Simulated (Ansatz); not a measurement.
# BAs with Se replacing As: gradients before and after relaxing the atoms

Start: a supercell of BAs (zinc blende type, F-43m) built from a structure deposited in the COD, with all atoms left at the host's positions.

```cif
data_B27As26Se
_symmetry_space_group_name_H-M 'F-43m'
_symmetry_Int_Tables_number 216
_cell_length_a 14.3310
_cell_length_b 14.3310
_cell_length_c 14.3310
_cell_angle_alpha 90.000
_cell_angle_beta 90.000
_cell_angle_gamma 90.000
loop_
_atom_site_label
_atom_site_type_symbol
_atom_site_symmetry_multiplicity
_atom_site_Wyckoff_symbol
_atom_site_fract_x
_atom_site_fract_y
_atom_site_fract_z
B1 B 16 e 0.4167 0.0833 0.4167
B3 B 24 g 0.7500 0.0833 0.7500
B5 B 48 h 0.7500 0.9167 0.5833
B14 B 4 d 0.7500 0.7500 0.7500
B18 B 16 e 0.0833 0.5833 0.9167
Se Se 4 a 0.5000 0.0000 0.5000
As29 As 48 h 0.6667 0.0000 0.6667
As32 As 16 e 0.8333 0.8333 0.6667
As36 As 16 e 0.1667 0.6667 0.8333
As42 As 24 f 0.0000 0.6667 0.0000
```

One atom of each set is listed; the run and its k-mesh use a cell of 54 atoms with edges of 10.13, 10.13, 10.13 Å.

Level of theory: DFT, PBE, plane waves and PAW, scalar-relativistic, 420 eV cutoff, Γ-centred 2×2×2 k-points, Fermi–Dirac smearing 0.01 eV, cell charge +1 (Ansatz 0.2.0).

The largest force at the start is 0.55 eV/Å. Relaxing the ions at fixed cell moves them by 0.042 Å at most (atom 2, B) and 0.014 Å rms.

```json
{"site": "B1", "moved (Å)": "0.042", "first shell before": "1 Se at 2.07 Å, 3 As at 2.07 Å", "first shell after": "3 As at 2.07 Å, 1 Se at 2.11 Å", "V_zz before (10²¹ V/m²)": "1.21", "η before": "0.00"}
{"site": "B3", "moved (Å)": "0.010", "first shell before": "4 As at 2.07 Å", "first shell after": "4 As at 2.06–2.07 Å", "V_zz before (10²¹ V/m²)": "0.14", "η before": "0.83"}
{"site": "B5", "moved (Å)": "0.006", "first shell before": "4 As at 2.07 Å", "first shell after": "4 As at 2.06–2.07 Å", "V_zz before (10²¹ V/m²)": "-0.069", "η before": "0.62"}
{"site": "Se", "moved (Å)": "0.000", "first shell before": "4 B at 2.07 Å", "first shell after": "4 B at 2.11 Å", "V_zz before (10²¹ V/m²)": "0.00", "η before": "–"}
{"site": "As29", "moved (Å)": "0.016", "first shell before": "4 B at 2.07 Å", "first shell after": "4 B at 2.06–2.07 Å", "V_zz before (10²¹ V/m²)": "2.99", "η before": "0.21"}
{"site": "As32", "moved (Å)": "0.002", "first shell before": "4 B at 2.07 Å", "first shell after": "4 B at 2.07 Å", "V_zz before (10²¹ V/m²)": "-0.58", "η before": "0.00"}
{"site": "As36", "moved (Å)": "0.004", "first shell before": "4 B at 2.07 Å", "first shell after": "4 B at 2.06–2.07 Å", "V_zz before (10²¹ V/m²)": "-0.63", "η before": "0.00"}
{"site": "As42", "moved (Å)": "0.004", "first shell before": "4 B at 2.07 Å", "first shell after": "4 B at 2.07 Å", "V_zz before (10²¹ V/m²)": "-0.36", "η before": "0.83"}
```

Q: What are V_zz and η after the relaxation?

A: 

```tsv
site	V_zz after	η after	change of V_zz
B1	1.33	0.00	+0.12
B3	0.13	0.97	-0.01
B5	-0.070	0.66	0.00
Se	0.00	–	0.00
As29	2.73	0.18	-0.26
As32	-0.38	0.00	+0.20
As36	-0.42	0.00	+0.21
As42	-0.40	0.82	-0.04
```

The largest change of V_zz is on As29, from 2.99 to 2.73. In per cent, |V_zz| changes by +10 on B, -35 to -9 on As (all sites that start above 0.5). Other sites with |V_zz| of 0.02 or less aren't listed.

The defect repeats with the cell of 54 atoms, so it feels its images: sites between two images don't show the values beside a lone defect, and zeros or small values of η there can come from the images' arrangement. A uniform background compensates the cell's charge.
Before: The neighbours have not yet relaxed around the defect (largest force 0.55 eV/Å), so a real crystal will differ.
After: The relaxation keeps the site symmetry -43m of the start, so the impurity can't leave its site; a start off the site could end lower.
